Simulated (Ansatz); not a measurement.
# Property card for Al$_{4}$CoRu$_{3}$

The calculation used DFT PBE, scalar-relativistic, plane waves, PAW (Ansatz).

Settings: cutoff 420 eV, Γ-centred mesh 10×10×10 on the computed 8-atom cell, Gaussian smearing of 0.10 eV; no spin polarisation.

The structure is relaxed at this level of theory with its symmetry kept, and needn't be the ground state of this composition.

```cif
data_structure
_symmetry_space_group_name_H-M 'Im-3m'
_symmetry_Int_Tables_number 229
_cell_length_a 5.9463
_cell_length_b 5.9463
_cell_length_c 5.9463
_cell_angle_alpha 90.000
_cell_angle_beta 90.000
_cell_angle_gamma 90.000
_cell_volume 210.26
loop_
_atom_site_label
_atom_site_type_symbol
_atom_site_symmetry_multiplicity
_atom_site_Wyckoff_symbol
_atom_site_fract_x
_atom_site_fract_y
_atom_site_fract_z
_atom_site_occupancy
Al1 Al 8 c 0.25000 0.75000 0.25000 1
Co1 Co 2 a 0.00000 0.00000 0.00000 1
Ru1 Ru 6 b 0.00000 0.50000 0.00000 1
```

**Question.** Formation energy from the elements' standard states (uncorrected)?

**Answer.** -0.625 eV/atom.

**Question.** Kohn–Sham band gap?

**Answer.** none (metal).

**Question.** Density of states at the Fermi level?

**Answer.** 8.2 states/eV per cell.

**Question.** Orbital (Löwdin) character within 0.5 eV of the Fermi level?

**Answer.** Ru 4d 58 %, Co 3d 27 %, Al 3p 10 %.

**Question.** Bader charge by site (e)?

**Answer.** Al (4 in the cell) 1.88, Co (1 in the cell) -1.12, Ru (3 in the cell) -2.13.

A magnetic start lost its moments in a first run, so spin was left out; other magnetic orders weren't tried.

The cell was found from a structure generator's guess, not taken from experiment. Löwdin shares on free-atom orbitals overweight diffuse shells.
